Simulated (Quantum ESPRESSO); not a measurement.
Field gradients of PbI2 from PBE PAW (JTH datasets; density from pw.x of a modified build of Quantum ESPRESSO, gradients reconstructed from it by a script), 20 Ha, k-mesh 6×6×3 through Γ:

```yaml
crystal:
  lattice:
    - [4.56656, 0.00000, 0.00000]
    - [-2.28328, 3.95476, 0.00000]
    - [0.00000, 0.00000, 7.40217]
  atoms:
    - { symbol: Pb, position: [0.00000, 0.00000, 0.00000] }
    - { symbol: I, position: [0.66667, 0.33333, 0.74181] }
    - { symbol: I, position: [0.33333, 0.66667, 0.25819] }
```
The cell was made here from a computed Materials Project entry: strained by +2 % along the unique axis and by -1 % across it, atoms relaxed (PBE without dispersion, pw.x of Quantum ESPRESSO, symmetry kept). The parent is PbI2 in P-3m1. Stability against distortions was not tested. The layers lie 3.6 Å apart; this gap hangs on dispersion, and neither it nor the stacking was checked against the measured crystal.

Vzz is the sum of three terms, each taken along its main axis: the smooth valence density, the ions (nucleus and frozen core) with the augmentation charges of all other spheres, and the all-electron minus smooth density in the atom's own sphere. The split hangs on the datasets.  Cores are frozen. Pb, I had no test against all-electron runs. Spin–orbit coupling is left out, a limit on Pb, I.

```json
[
 {"site": "Pb (atom 1)", "smooth valence density": "0.042", "ions and other spheres": "-0.042", "own sphere": "…", "Vzz (a.u.)": "…"},
 {"site": "I (atoms 2, 3)", "smooth valence density": "-0.001", "ions and other spheres": "0.004", "own sphere": "…", "Vzz (a.u.)": "…"}
]
```

Some entries are withheld; supply them.


- Pb (atom 1), own sphere: 0.088
- Pb (atom 1), Vzz (a.u.): 0.088
- I (atoms 2, 3), own sphere: 0.266
- I (atoms 2, 3), Vzz (a.u.): 0.269
